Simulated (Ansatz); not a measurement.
An Ansatz (a program for electronic structure) input:

Ansatz 0.2 input:
```yaml
crystal:
  lattice:
    - [0.0, 2.5320818374, 2.5320818374]
    - [2.5320818374, 0.0, 2.5320818374]
    - [2.5320818374, 2.5320818374, 0.0]
  atoms:
    - { symbol: Li, position: [0.0, 0.0, 0.0] }
    - { symbol: Cl, position: [0.5, 0.5, 0.5] }
kpoints:
  mp_grid: { grid: [7, 7, 7] }
hamiltonian:
  xc: hse06
  pseudopotentials: { kind: paw }
scf:
  n_extra_bands: 6
  occupations: { method: fixed }
output:
  eigenvalues: true
  eigenstates:
    e_range: [-9.0, 17.5]
    kpoints:
      - [-0.078125, 0.0, 0.078125]  # VBM
      - [0.0, 0.0, 0.0]  # CBM
      - [0.0, 0.0, 0.0]  # GAMMA
      - [0.5, 0.0, 0.5]  # X
      - [0.5, 0.5, 0.5]  # L
      - [0.5, 0.25, 0.75]  # W
      - [0.375, 0.375, 0.75]  # K
      - [0.625, 0.25, 0.625]  # U
```

Q: How many symmetry operations and irreducible k-points will the run report?

A: 48 operations, 20 of 343 k-points.

Q: With a cutoff of 420 eV, how many plane waves at Γ?

A: 609.

It took roughly 28 core-seconds on shared server cores.

The points marked VBM and CBM come from a semilocal run.

Space group Fm-3m (rock salt). The cell was relaxed with PBEsol under the symmetry of its start.

Potentials: the later of the program's two PAW sets.

Ansatz is a plane-wave DFT program.
